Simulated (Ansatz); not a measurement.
The relaxed structure here is a generated cell of SnO2: the first start was made by placing the elements on the sites of a structure type, and the end was not matched to a known phase here, so it may be hypothetical. Known forms of SnO2 include space group No. 136.

The end point of a relaxation of SnO2. These are r2SCAN (plane waves to 500 eV, PAW, scalar-relativistic; Ansatz, a quantum-chemistry and plane-wave program) values and carry that method's errors.

```
CELL_PARAMETERS angstrom
      5.98876     0.00000     0.00000
     -2.99438     5.18642     0.00000
      0.00000     0.00000     6.58185
ATOMIC_POSITIONS crystal
  Sn 0.50000 0.00000 0.00000
  Sn 0.50000 0.50000 0.33333
  Sn 0.00000 0.50000 0.66667
  O  0.20109 0.40218 0.50000
  O  0.79891 0.20109 0.83333
  O  0.59782 0.79891 0.16667
  O  0.79891 0.59782 0.50000
  O  0.20109 0.79891 0.83333
  O  0.40218 0.20109 0.16667
```

Task: Find the space group and the Wyckoff positions (tolerance 0.01 Å).

Result: Space group P6₂22 (No. 180); a = 5.9888 Å, b = 5.9888 Å, c = 6.5819 Å, α = 90.00°, β = 90.00°, γ = 120.00°

```
atom  site  symmetry       x       y       z
----  ----  --------  ------  ------  ------
Sn      3c       222  0.5000  0.0000  0.0000
O       6j       ..2  0.4022  0.2011  0.1667
```

This is the AFLOW prototype A2B_hP9_180_j_c (C8, as in SiO2).

Task: Give the shortest distances between elements (the closest pairs, up to four, under 3.6 Å).

Result: O–Sn 1.92 Å; O–O 3.03 Å.

```json
{
 "volume_per_atom": "22.71 Å³",
 "density": "3.67 g/cm³",
 "band_gap": "2.63 eV, indirect (valence top at M, conduction bottom at Γ) (no spin-orbit coupling)",
 "smallest_direct_gap": "2.68 eV at Γ"
}
```

No spin polarisation in the result.

The run could not lower the symmetry of its start; a shaken copy of this end point relaxes with r2SCAN to C2/m (No. 12), 309 meV/atom lower.
